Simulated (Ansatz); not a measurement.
TlBr (rock salt, Fm-3m) at seven volumes, HSE06 in the plane-wave PAW code Ansatz, scaled uniformly. One row is withheld.

| V (Å³/atom) | P (GPa) |
|---|---|
| 35.113 | 1.94 |
| 36.270 | 1.17 |
| 37.428 | ? |
| 38.585 | -0.01 |
| 39.743 | -0.46 |
| 40.900 | -0.83 |
| 42.058 | -1.15 |

Fit the shown pressures and predict the withheld one.

P = (3/2)B₀(x^(7/2) − x^(5/2))[1 + (3/4)(B′ − 4)(x − 1)] with x = (V₀/V)^(2/3). Least squares on the six rows gives V₀ = 38.563 Å³/atom, B₀ = 16.4 GPa, B′ = 4.96. At V = 37.428, x = 1.0201 and P = 0.53 GPa. The run itself gave 0.53 GPa.

The cell is a constructed one: a structure type filled with these elements; the Crystallography Open Database copy checked does not list it. COD files the formula under space group No. 221, so this cell is another polymorph or a model. Whether it is the stable phase at ambient conditions was not checked. The cell was relaxed with HSE06 under the symmetry of its start; its stability against distortions is not shown here. Scalar-relativistic: spin–orbit coupling is off unless named, which matters more the heavier the elements.

Potentials: the later of the program's two PAW sets.
